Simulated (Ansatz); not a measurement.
PbSe:
```yaml
crystal:
  lattice:
    - [0.00000, 3.10892, 3.10892]
    - [3.10892, 0.00000, 3.10892]
    - [3.10892, 3.10892, 0.00000]
  atoms:
    - { symbol: Pb, position: [0.00000, 0.00000, 0.00000] }
    - { symbol: Se, position: [0.50000, 0.50000, 0.50000] }
```

Relaxed with PBE. Special points in fractions of this cell's reciprocal vectors: Γ (0.000, 0.000, 0.000); X (0.500, 0.000, 0.500); U (0.625, 0.250, 0.625); K (0.375, 0.375, 0.750); L (0.500, 0.500, 0.500); W (0.500, 0.250, 0.750).

### Question
List the band energies nearest the valence-band maximum at these points for DFT-PBE in the program Ansatz with PAW potentials.

### Answer
In eV from the valence-band maximum; about four levels below and three above (degenerate sets whole), none deeper than 8.9 eV; points with the same levels are listed once.

```json
[
 {"k": "Γ", "below": "-6.34 -1.64 -1.64 -1.64", "above": "4.64 4.64 4.64"},
 {"k": "X", "below": "-7.27 -4.57 -2.92 -2.92", "above": "3.92 5.46 5.46"},
 {"k": "U", "below": "-7.83 -4.18 -2.44 -2.18", "above": "3.40 3.98 5.34"},
 {"k": "L", "below": "-8.51 -1.27 -1.27 0.00", "above": "0.43 1.82 1.82"},
 {"k": "W", "below": "-7.81 -3.86 -3.86 -0.67", "above": "1.95 4.94 4.94"}
]
```

Space group Fm-3m (rock salt). Symmetry was held in the PBE relaxation; of distortions, only those at the zone centre were tested. Scalar-relativistic: spin–orbit coupling is off unless named, which matters more the heavier the elements.

Potentials: the later of the program's two PAW sets.
